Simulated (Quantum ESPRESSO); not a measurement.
# Planted mistakes on one cell of BSi3C3N

Calculated results; nothing here was measured. They come from pw.x of Quantum ESPRESSO 7.5, a plane-wave density functional program, with PseudoDojo standard norm-conserving files (v0.5 for PBE, v0.4.1 for LDA and PBEsol). The cells are made up: elements, strain and atom displacements were drawn at random, and nothing was relaxed. There is no spin polarisation, spin-orbit coupling or dispersion term.

The cell has 8 sites of a wurtzite lattice (rectangular cell). Sites 1 to 4 hold B Si Si Si; sites 5 to 8 hold C C N C. Cell vectors in Å: (3.058, 0.021, 0.004); (0.037, 5.268, 0.007); (0.006, 0.007, 4.914). Settings: PBE, cutoff 1143 eV, 6 x 4 x 4 k mesh shifted by half a step, Fermi-Dirac smearing of 0.025 eV.

The intended run has a self-consistency threshold of 1e-07 eV, a smearing term of 0.000 eV, a pressure of -4.19 GPa and 12 iterations. Each further run changes one thing: all lengths scaled by 0.9878; atoms of sites 1 and 8 exchanged; k mesh 2 x 2 x 2; one electron added; smearing 0.7 eV; threshold 0.2 eV. A coarse mesh keeps the shift, and a charged cell sits in a uniform background.

| run | change of free energy (eV) | smearing term -TS (eV) | change of P (GPa) | largest change of a force component (eV/Å) | iterations |
| --- | --- | --- | --- | --- | --- |
| A | -0.279 | -1.128 | 1.25 | 0.406 | 11 |
| B | -1.025 | 0.000 | -0.78 | 0.421 | 12 |
| C | 12.027 | -0.004 | 29.66 | 1.094 | 12 |
| D | -0.003 | 0.000 | 8.20 | 0.450 | 12 |
| E | 4.809 | -0.003 | 11.92 | 2.333 | 13 |
| F | 0.033 | 0.000 | 0.41 | 0.172 | 4 |

A rerun of the intended cell at 1437 eV and k mesh 8 x 6 x 6 moved values by no more than 0.003 eV in the cell's energy, 0.09 GPa in stress and 0.005 eV/Å in force.

Question: which change belongs to which run?

## Worked reading

Run F has the fewest iterations, as a run stopped early does. Run A has the largest smearing term, as wide smearing gives. Run D changes the volume by a factor of 0.9638; minus its pressure change over the logarithm of that factor, 222 GPa, is a rough bulk modulus with clamped atoms. Energies from files of another functional, or of a charged cell, have another zero and say nothing on stability; the pressure of a charged cell rests on the program's zero of potential too.

## Key

| run | change |
| --- | --- |
| A | smearing 0.7 eV |
| B | k mesh 2 x 2 x 2 |
| C | one electron added |
| D | all lengths scaled by 0.9878 |
| E | atoms of sites 1 and 8 exchanged |
| F | threshold 0.2 eV |